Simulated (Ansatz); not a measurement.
Re:
```yaml
crystal:
  lattice:
    - [2.77563, 0.00000, 0.00000]
    - [-1.38781, 2.40376, 0.00000]
    - [0.00000, 0.00000, 8.95660]
  atoms:
    - { symbol: Re, position: [0.00000, 0.00000, 0.00000] }
    - { symbol: Re, position: [0.00000, 0.00000, 0.50000] }
    - { symbol: Re, position: [0.33333, 0.66667, 0.25000] }
    - { symbol: Re, position: [0.66667, 0.33333, 0.75000] }
```

Relaxed with PBE. Special points in fractions of this cell's reciprocal vectors: Γ (0.000, 0.000, 0.000); M (0.500, 0.000, 0.000); K (0.333, 0.333, 0.000); A (0.000, 0.000, 0.500); L (0.500, 0.000, 0.500); H (0.333, 0.333, 0.500).

Q: List the band energies nearest the Fermi level at these points for DFT-PBE with spin–orbit coupling in the program Ansatz with PAW potentials.

A: In eV from the Fermi level; about four levels below and three above (degenerate sets whole), none deeper than 8.9 eV; points with the same levels are listed once.

| k | below | above |
|---|---|---|
| Γ | -0.89 -0.89 -0.79 -0.79 | 0.32 0.32 0.59 0.59 |
| M | -2.10 -2.10 -0.80 -0.80 | 0.22 0.22 0.29 0.29 |
| K | -2.26 -2.26 -0.20 -0.20 | 0.02 0.02 1.51 1.51 |
| A | -1.13 -1.13 -1.13 -1.13 | 1.13 1.13 1.13 1.13 |
| L | -0.74 -0.74 -0.74 -0.74 | 0.14 0.14 0.14 0.14 |
| H | -2.28 -2.28 -2.27 -2.27 -0.18 -0.18 | 0.11 0.11 0.83 0.83 |

Space group P6_3/mmc (dhcp (α-La type)). The first step of the workflow began from a Materials Project structure, measured or hypothetical. Its sites differ from those of the usual phase in this space group: another stacking or structure type. The cell was relaxed with PBE under the symmetry of its start; its stability against distortions is not shown here. The run is not spin-polarised.

Potentials: the later of the program's two PAW sets.
